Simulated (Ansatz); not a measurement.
LaBiS2O:
```cif
data_Bi2La2O2S4
_chemical_formula_sum 'La2 Bi2 S4 O2'
_space_group_name_H-M_alt 'P4/nmm :1'
_space_group_IT_number 129
_space_group_name_Hall 'P 4ab 2ab -1ab'
_cell_length_a 4.03183
_cell_length_b 4.03183
_cell_length_c 14.02545
_cell_angle_alpha 90.000
_cell_angle_beta 90.000
_cell_angle_gamma 90.000
loop_
_space_group_symop_operation_xyz
  'x, y, z'
  '-y+1/2, x+1/2, z'
  '-x, -y, z'
  'y+1/2, -x+1/2, z'
  'x+1/2, -y+1/2, -z'
  '-y, -x, -z'
  '-x+1/2, y+1/2, -z'
  'y, x, -z'
  '-x+1/2, -y+1/2, -z'
  'y, -x, -z'
  'x+1/2, y+1/2, -z'
  '-y, x, -z'
  '-x, y, z'
  'y+1/2, x+1/2, z'
  'x, -y, z'
  '-y+1/2, -x+1/2, z'
loop_
_atom_site_label
_atom_site_type_symbol
_atom_site_symmetry_multiplicity
_atom_site_Wyckoff_symbol
_atom_site_fract_x
_atom_site_fract_y
_atom_site_fract_z
_atom_site_occupancy
La1 La 2 c 0.00000 0.50000 0.41081 1
Bi1 Bi 2 c 0.50000 0.00000 0.13080 1
S1 S 2 c 0.00000 0.50000 0.10969 1
S2 S 2 c 0.50000 0.00000 0.30822 1
O1 O 2 b 0.50000 0.50000 0.50000 1
```

Relaxed with r²SCAN+D4.

### Question
Give the optical modes at the zone centre with their infrared activity from DFPT, r²SCAN+D4 (plane waves, PAW; program Ansatz).

### Answer
Transverse frequencies, without the LO–TO term; a row sums one degenerate level.

```tsv
ω (cm⁻¹)	degeneracy	IR ((D/Å)²/amu)	activity	symmetry
83i	2	148.96	IR	Eu
77i	2	0.00	IR-inactive	Eg
35	2	0.00	IR-inactive	Eg
40	2	0.62	IR	Eu
69	1	0.00	IR-inactive	A1g
70	1	2.97	IR	A2u
108	2	0.00	IR-inactive	Eg
131	1	0.00	IR-inactive	A1g
137	1	7.17	IR	A2u
156	2	8.67	IR	Eu
161	2	0.00	IR-inactive	Eg
195	1	0.00	IR-inactive	A1g
304	2	61.23	IR	Eu
311	1	0.00	IR-inactive	B1g
312	1	31.17	IR	A2u
365	1	0.00	IR-inactive	A1g
444	2	0.00	IR-inactive	Eg
505	1	24.28	IR	A2u
```

### Question
How high does the top mode go among those that the LO–TO term moves?

### Answer
356 cm⁻¹ for q along x, 356 cm⁻¹ for q along y, 549 cm⁻¹ for q along z.

The first step of the workflow began from a Materials Project structure, measured or hypothetical; the Crystallography Open Database copy checked does not list it. Its standing as an ambient phase is unchecked. Symmetry was held in the r²SCAN+D4 relaxation. At this level the phase is dynamically unstable (imaginary phonons). Scalar-relativistic: spin–orbit coupling is off unless named, which matters more the heavier the elements.

Potentials: the earlier of the program's two PAW sets.
